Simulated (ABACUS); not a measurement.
Consider a self-consistent single point of CsGeI3 (Cm, 5 atoms in the cell; from Materials Project mp-28377, changed as shown).

```
CELL_PARAMETERS angstrom
      4.26630    -4.13970     0.00000
      4.26630     4.13970     0.00000
     -0.31778     0.00000     5.99711
ATOMIC_POSITIONS crystal
  Cs 0.91099 0.91099 0.58661
  Ge 0.37265 0.37265 0.13414
  I  0.41162 0.41162 0.58077
  I  0.91993 0.40881 0.09324
  I  0.40881 0.91993 0.09324
```

All values come from this method and carry its errors: ABACUS with LDA (PW92), numerical atomic orbitals TZDP (confined pseudo-atomic orbitals with Gaussian additions; energy shift 0.01 Ry), PseudoDojo 0.4 standard norm-conserving LDA (tails mended) pseudopotentials.

ABACUS settings:

basis: TZDP numerical atomic orbitals, energy shift 0.01 Ry
KPT: Gamma 4 4 4 0 0 0
basis_type: lcao
dft_functional: PWLDA
ecutwfc: 100 Ry
smearing_method: fd
smearing_sigma: 0.000734986 Ry
potentials: PseudoDojo 0.4 standard norm-conserving LDA (tails mended)
symmetry: 1
symmetry_prec: 1e-05
ks_solver: scalapack_gvx
scf_nmax: 100
scf_thr: 1.0e-07
mixing_type: broyden
mixing_beta: 0.4

### Question
Estimate, at this level of theory: gap on the k-point mesh, pressure and largest force (vector length).

### Answer
The run gave:

- Gap on the k-point mesh: 0.76 eV
- Pressure: -1.32 GPa
- Largest force (vector length): 0.437 eV/Å

The gap is read on the k-point mesh of the run and can differ from the gap over the whole zone at this level.

For comparison: a first run was changed to give this one (lattice scaled by 0.98), and from it to this one the free energy falls by 31.4 meV/atom, the pressure goes from -2.42 to -1.32 GPa, the largest force goes from under 0.1 to 0.44 eV/Å and the gap on the mesh goes from 0.962 to 0.757 eV.

Spin-orbit coupling is left out, which matters for bands and gaps with elements this heavy. The atom-centred basis is finite, which shifts total energies, pressures, gaps and forces against plane waves. The structure comes from a collection of computed structures, made at another level of theory; the collection holds predicted forms beside known ones.

Cost on one core: around 70 core-seconds (rough).

The atomic orbitals were generated for these runs; they are not ABACUS's published sets and were checked against plane waves on a few crystals only.

“Tails mended”: in these copies of the files the far tail of each local potential was reset to the Coulomb form.
